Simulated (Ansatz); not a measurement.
Starting cell, As (A7 type, space group R-3m):

```
As
1.0
    1.87270     1.08120     3.25149
   -1.87270     1.08120     3.25149
    0.00000    -2.16240     3.25149
As
2
Direct
  0.23274   0.23274   0.23274
  0.76726   0.76726   0.76726
```

In this cell atom 2 (As, nearest neighbour As at 2.517 Å; its periodic images, 3.7 Å or more away, move with it) is moved by s along Cartesian [110], unit vector (0.707, 0.707, 0.000); all other atoms and the cell stay fixed.

Calculation: PBEsol-D3(BJ) (plane waves to 420 eV, PAW, scalar-relativistic; Ansatz, a first-principles code). k mesh 12×12×12 (Γ-centred), Fermi-Dirac smearing 0.05 eV. The energy includes the smearing's −TS. With partly filled bands, energies and forces of such displacements shift with the k mesh and the smearing. As was relaxed with its symmetry unable to fall. The zero of ΔE is the undisplaced structure. The last digit holds for this mesh only.

```
s (Å)   ΔE (meV/cell)
------  -------------
-0.250          125.7
-0.200           76.3
-0.150           41.3
-0.100       withheld
-0.050            4.3
0.000             0.0
0.050             3.8
0.100            14.8
0.150            32.0
0.200            56.6
0.250            90.5
```

**Question.** Fit a polynomial form (powers 2, 3, 4) to the given rows and predict ΔE at s = -0.100.

**Answer.** Least squares on the 10 given rows: ΔE = (1559)·s² + (-1156)·s³ + (2709)·s⁴, in meV/cell with s in Å; root-mean-square residual 0.51 meV/cell. At -0.100 the fit gives 17.0 meV/cell; the calculation gives 17.8 meV/cell, so the interpolation is off by -0.8 (-4.5 %). The quadratic term alone would give 15.6 meV/cell.

(For displaced atoms, the force is minus the slope of the energy, and its curvature is a force constant, which sets phonon frequencies.)
